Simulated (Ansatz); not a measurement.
Starting cell, Y (hcp, Mg type):

```
Y
1.0
    7.31136     0.00000     0.00000
   -1.82784     3.16591     0.00000
    0.00000     0.00000     5.67880
Y
4
Cartesian
  0.00000   2.11061   4.25910
  3.65568   2.11061   4.25910
  1.82784   1.05530   1.41970
  5.48352   1.05530   1.41970
```

In this cell atom 2 (Y, nearest neighbour Y at 3.538 Å; its periodic images, 3.7 Å or more away, move with it) is moved by s along Cartesian x, unit vector (1.000, 0.000, 0.000); all other atoms and the cell stay fixed.

Method: PBE (plane waves to 420 eV, PAW, scalar-relativistic; Ansatz, a first-principles code). k mesh 6×12×7 (Γ-centred), Fermi-Dirac smearing 0.05 eV. Energies are smeared free energies. Compression counts positive. With partly filled bands, energies and forces of such displacements shift with the k mesh and the smearing. The PAW data are Ansatz's earlier set. Y is run without spin polarisation. Y was relaxed with its symmetry unable to fall. The zero of ΔE is the undisplaced structure.

Task: Estimate the ΔE (meV/cell) and P (GPa) for s (Å) = -0.710, 0.142, 0.284, 0.568, 0.710.

Result: 
```
s (Å)   ΔE (meV/cell)  P (GPa)
------  -------------  -------
-0.710            809      1.1
0.142              32      0.1
0.284             127      0.2
0.568             504      0.7
0.710             784      1.0
```

(A displaced cell: forces are minus the slopes of the energy, force constants its curvatures, and phonons follow from these.)
